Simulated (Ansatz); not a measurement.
## Si: pressure against volume

Si, P6_3/mmc, a = 3.840 Å, c = 12.625 Å. This isn't the element's structure at ambient conditions. Ansatz: r2SCAN, PAW, 500 eV, Γ-centred 12×12×2 mesh on 8 atoms, Gaussian smearing 0.02 eV; no spin polarisation. Shape and atoms are relaxed at each volume; pressure is positive in compression.

```
V (Å³/atom) P (GPa)
     18.945     6.81
     19.549     3.14
     20.154    -0.01
     20.758        ?
     21.363    -4.99
```

Task: Take V0 = 20.154 Å³/atom, count pressures from its P0 = -0.01 GPa, fit the third-order Birch–Murnaghan form to the other rows, and predict the missing pressure.

Result: With the Eulerian strain f = ½[(V0/V)^(2/3) − 1] and y = (P − P0)/[3f(1 + 2f)^(5/2)], the form is the line y = B0 + 1.5 B0 (B0′ − 4) f. Rows (f, y): 0.02105, 97.4; 0.01026, 97.3; -0.01905, 96.0. Means f = 0.004087, y = 96.900; Σ(Δf)² = 0.0008612, ΣΔfΔy = 0.03177; the slope is their ratio. y = 96.75 + 36.90 f GPa, so B0 = 96.8 GPa and B0′ = 4 + 2 × (36.90)/(3 × 96.75) = 4.25. At V = 20.758, f = -0.00975, y = 96.39 and P = -2.69 GPa. The run gave -2.70 GPa, so the fit is 0.01 GPa too high, within twice the rms miss on the fitted rows (0.005 GPa).

Cost: 5 runs of about 6.9 core-minutes in all, on Intel Xeon Platinum 8259CL (Skylake/Cascade Lake) (shared hosts).